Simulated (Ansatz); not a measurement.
TiO in space group P-62m (No. 189; Ti on 2d, Ti on 1a, O on 3f) at seven volumes, plane-wave PAW LDA (Ansatz code), shape and atoms relaxed at each. One row is withheld.

```
V (Å³/atom)  P (GPa)
-----------  -------
8.901          29.67
9.195          18.15
9.488           8.34
9.781          -0.01
10.075         -7.12
10.368        -13.17
10.662             ?
```

Problem. Fit the shown pressures and predict the withheld one.

Solution. P = (3/2)B₀(x^(7/2) − x^(5/2))[1 + (3/4)(B′ − 4)(x − 1)] with x = (V₀/V)^(2/3). Least squares on the six rows gives V₀ = 9.781 Å³/atom, B₀ = 257 GPa, B′ = 4.33. At V = 10.662, x = 0.9441 and P = -18.40 GPa. The run itself gave -18.30 GPa.

The workflow started from a Materials Project entry (that database holds measured and hypothetical structures alike); the Crystallography Open Database copy checked does not list it. COD files the formula under space group No. 12, 225, so this cell is another polymorph or a model. Its standing as an ambient phase is unchecked. The cell was relaxed with LDA under the symmetry of its start; of distortions, only those at the zone centre were tested. No spin polarisation was allowed.

Potentials: the later of the program's two PAW sets.
